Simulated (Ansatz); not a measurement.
Clean, relaxed (111) surface of TiC, space group Fm-3m (No. 225) (top face towards +c; atoms held fixed, by place in the list: 1, 2, 3, 4):

```
CELL_PARAMETERS angstrom
3.06036 0.00000 0.00000
-1.53018 2.65035 0.00000
0.00000 0.00000 26.99509
ATOMIC_POSITIONS crystal
C 0.33333 0.66667 0.31487
Ti 0.66667 0.33333 0.36115
C 0.00000 0.00000 0.40744
Ti 0.33333 0.66667 0.45372
C 0.66667 0.33333 0.49986
Ti 0.00000 0.00000 0.54613
C 0.33333 0.66667 0.59211
Ti 0.66667 0.33333 0.63896
C 0.00000 0.00000 0.67911
```

Computed with DFT r2SCAN, scalar-relativistic, plane waves, PAW (Ansatz). Settings: cutoff 500 eV, Γ-centred mesh 12×12×1 on the computed 9-atom cell, Gaussian smearing of 0.10 eV; no spin polarisation. A dipole correction removes the field between periodic images along c.

CH is adsorbed on the top face, one adsorbate per 8.1 Å², and relaxed from 3 starting sites (fractions of a and b). The adsorption energy is E(slab + adsorbate) − E(slab) − E(free adsorbate, spin-polarised where open-shell). Heights count from the highest slab atom after relaxation. Δφ is the top face's. Δp counts per cell along +c. Bonded neighbours lie within 1.25 times the sum of covalent radii (1.35 for H) and, on that scale, within 12 % of the closest. With the adsorbate the cell is lengthened along c to keep the vacuum.

```json
{"start": "top (C) at (0.00, 0.00)", "ends at": "(0.00, 0.00), 1 bonded neighbour (C)", "E_ads (eV)": "-7.80", "height (Å)": "1.23", "shortest contact": "C–C 1.23 Å", "Δφ (eV)": "-5.33", "Δp (e·Å)": "+0.239", "whole?": "yes"}
{"start": "hollow (C-C-C) at (0.33, 0.67)", "ends at": "(0.33, 0.67), 6 bonded neighbours (C and Ti)", "E_ads (eV)": "-6.98", "height (Å)": "0.50", "shortest contact": "C–C 1.84 Å", "Δφ (eV)": "-4.72", "Δp (e·Å)": "+0.213", "whole?": "yes"}
{"start": "bridge (C-C) at (0.50, 0.00)", "ends at": "(0.67, 0.33), 1 bonded neighbour (Ti)", "E_ads (eV)": "-7.38", "height (Å)": "0.51", "shortest contact": "C–C 1.84 Å", "Δφ (eV)": "-4.67", "Δp (e·Å)": "+0.210", "whole?": "yes"}
```

Among the sites tried, the lowest end comes from the top (C) at (0.00, 0.00) start; other sites may lie lower.

Each end is the local minimum or symmetric point that its start leads to.

The adsorbed runs have no spin polarisation, so weakly bound open-shell ends lie too high.